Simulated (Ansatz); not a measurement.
Here is the system:

Ti3In:
```cif
data_In2Ti6
_chemical_formula_sum 'Ti6 In2'
_space_group_name_H-M_alt 'P 1'
_space_group_IT_number 1
_cell_length_a 5.90098
_cell_length_b 5.90098
_cell_length_c 4.77106
_cell_angle_alpha 90.000
_cell_angle_beta 90.000
_cell_angle_gamma 120.000
loop_
_space_group_symop_operation_xyz
  'x, y, z'
loop_
_atom_site_label
_atom_site_type_symbol
_atom_site_fract_x
_atom_site_fract_y
_atom_site_fract_z
_atom_site_occupancy
Ti1 Ti 0.16552 0.33105 0.25000 1
Ti2 Ti 0.83448 0.66895 0.75000 1
Ti3 Ti 0.83448 0.16552 0.75000 1
Ti4 Ti 0.16552 0.83448 0.25000 1
Ti5 Ti 0.66895 0.83448 0.25000 1
Ti6 Ti 0.33105 0.16552 0.75000 1
In1 In 0.33333 0.66667 0.75000 1
In2 In 0.66667 0.33333 0.25000 1
```

This is the r²SCAN-relaxed structure.

Problem. All from plane-wave PAW r²SCAN (Ansatz code), unless another level is named. Estimate the density of states at the Fermi level.

Solution. 0.58 states/eV per atom (mean over ±0.08 eV).

Problem. Give the formation energy from the elements (no fitted shifts).

Solution. -0.18 eV/atom.

Space group P6_3/mmc. The first step of the workflow began from a Materials Project structure, measured or hypothetical; the Crystallography Open Database copy checked does not list it. With Ti and In taken as one species the cell has the higher symmetry P6_3/mmc, so it may be an ordered model of a mixed-site phase. Whether it is the stable phase at ambient conditions was not checked. The cell was relaxed with r²SCAN under the symmetry of its start; whether a distortion lowers the energy is not shown. No spin polarisation was allowed. The references are the lowest solids computed at this level, not always the standard phases. Scalar-relativistic: spin–orbit coupling is off unless named, which matters more the heavier the elements.

Potentials: the earlier of the program's two PAW sets.
